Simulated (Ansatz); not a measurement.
## Density of states of KMgF3

```cif
data_structure
_symmetry_space_group_name_H-M 'P 1'
_symmetry_Int_Tables_number 1
_cell_length_a 3.9859
_cell_length_b 3.9859
_cell_length_c 3.9859
_cell_angle_alpha 90.000
_cell_angle_beta 90.000
_cell_angle_gamma 90.000
_cell_volume 63.33
loop_
_atom_site_label
_atom_site_type_symbol
_atom_site_fract_x
_atom_site_fract_y
_atom_site_fract_z
_atom_site_occupancy
K1 K 0.50000 0.50000 0.50000 1
Mg1 Mg 0.00000 0.00000 0.00000 1
F1 F 0.50000 0.00000 0.00000 1
F2 F 0.00000 0.50000 0.00000 1
F3 F 0.00000 0.00000 0.50000 1
```

The runs use the primitive cell with vectors (3.986, 0.000, 0.000), (0.000, 3.986, 0.000), (0.000, 0.000, 3.986) Å, to which the k mesh refers.

The cell is COD entry 9006363, as deposited and not checked against the literature; nothing was relaxed.

Method: DFT, PBE, all-electron LAPW, scalar-relativistic (Ansatz 0.2.0).

Numerical set-up: a Γ-centred 6×6×6 k mesh, Fermi–Dirac smearing of 0.03 eV, basis error target 1 meV/atom, no spin polarisation.

States per eV and cell, averaged over 0.4 eV, from -9.5 to -0.1 eV, with energies (bin centres) from the valence-band top; empty bins are left out. The partial columns, the largest 4 alone, are projections on Löwdin-orthogonalised atomic shells (those that the program's projection atoms carry: the occupied ones and, for some elements, an empty d or f shell; other empty shells have no column), summed over atoms of an element. Weights on diffuse s and p shells depend on that basis and aren't pure angular character.

```
E (eV)  total  F 2p   K 3p  Mg 3s  K 4s
  -9.4   2.96  0.07   2.88   0.00  0.00
  -9.0  12.04  0.14  11.84   0.02  0.01
  -3.8   0.16  0.14   0.00   0.02  0.00
  -3.4   0.93  0.81   0.00   0.10  0.00
  -3.0   2.20  1.97   0.00   0.18  0.01
  -2.6   1.65  1.54   0.01   0.07  0.01
  -2.2   3.48  3.37   0.02   0.01  0.02
  -1.8   6.49  6.21   0.05   0.02  0.11
  -1.4   6.55  6.30   0.06   0.01  0.08
  -1.0   7.87  7.69   0.04   0.01  0.03
  -0.6   9.61  9.49   0.03   0.00  0.01
  -0.2   6.07  6.02   0.01   0.00  0.00
```

Task: Which of the resolved shells contributes most in the top eV of the valence band?

Result: F 2p, with 99 % of all states there; K 3p follows with 0 %.
